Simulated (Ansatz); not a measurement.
**Equation of state of CaAg$_{2}$Ge$_{2}$**

A database entry relaxed whole under r2SCAN (I4/mmm):

```
CELL_PARAMETERS angstrom
-2.16009 2.16009 5.45669
2.16009 -2.16009 5.45669
2.16009 2.16009 -5.45669
ATOMIC_POSITIONS crystal
Ca 0.00000 0.00000 0.00000
Ag 0.75000 0.25000 0.50000
Ag 0.25000 0.75000 0.50000
Ge 0.39043 0.39043 0.00000
Ge 0.60957 0.60957 0.00000
```

The cell was scaled uniformly, its shape held, and the atoms relaxed at each volume with plane-wave PAW DFT (Ansatz 0.2.0; r2SCAN, 500 eV, 11×11×11 Γ-centred mesh, fermi-dirac occupations of width 0.100 eV; no spin, no spin-orbit coupling). One row is withheld.

| volume (Å³/atom) | energy over the lowest (meV/atom) | pressure (GPa) |
| --- | --- | --- |
| 19.147 | 19.0 | 5.37 |
| 19.554 | ? | ? |
| 19.961 | 1.9 | 1.59 |
| 20.369 | 0.0 | 0.01 |
| 20.776 | 1.9 | -1.38 |
| 21.183 | 7.1 | -2.62 |
| 21.591 | 15.3 | -3.72 |

Task: Fit the pressures of the other rows to the third-order Birch-Murnaghan form.

Result: With f = [(V₀/V)^(2/3) − 1]/2 and P = 3B₀f(1 + 2f)^(5/2)[1 + 3(B₀′ − 4)f/2], least squares gives V₀ = 20.37 Å³ an atom, B₀ = 74.1 GPa and B₀′ = 5.0; the rows miss the fit by less than 0.01 GPa. The slope of the energies differs from these pressures by less than 0.05 GPa.

Task: What does the withheld row hold?

Result: The fit gives 3.37 GPa at 19.554 Å³; the run gave 3.37 GPa and 8.0 meV an atom.

Caveats: the shape of the cell was held, so B₀ is an upper bound where the axes differ in stiffness; 0 K, fixed nuclei; the symmetry was kept, and this need not be the phase that is stable at 0 K; one mesh for all volumes; pressure is positive in compression.
